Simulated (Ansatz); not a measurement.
Li$_{2}$Ca:
Space group Fd-3m, origin choice 1 (No. 227); a = 8.8096 Å, b = 8.8096 Å, c = 8.8096 Å, α = 90.00°, β = 90.00°, γ = 90.00°

```csv
atom,site,symmetry,x,y,z
Li,16d,.-3m,0.6250,0.6250,0.6250
Ca,8a,-43m,0.0000,0.0000,0.0000
```
(The calculation used a cell of 6 atoms; values per cell refer to that cell.)

This is the r²SCAN-relaxed structure.

Question: All from DFT-r²SCAN in the program Ansatz with PAW potentials, unless another level is named. Estimate the density of states at the Fermi level.

Answer: 0.74 states/eV per atom (mean over ±0.08 eV).

Question: Give the formation energy from the elements (no fitted shifts).

Answer: -0.021 eV/atom.

The workflow started from an entry of the Crystallography Open Database (COD), which files this formula under 2 space groups. Whether it is the stable phase at ambient conditions was not checked. The r²SCAN relaxation kept the symmetry of its start; whether a distortion lowers the energy is not shown. The references are the lowest solids computed at this level, not always the standard phases.

Potentials: the later of the program's two PAW sets.
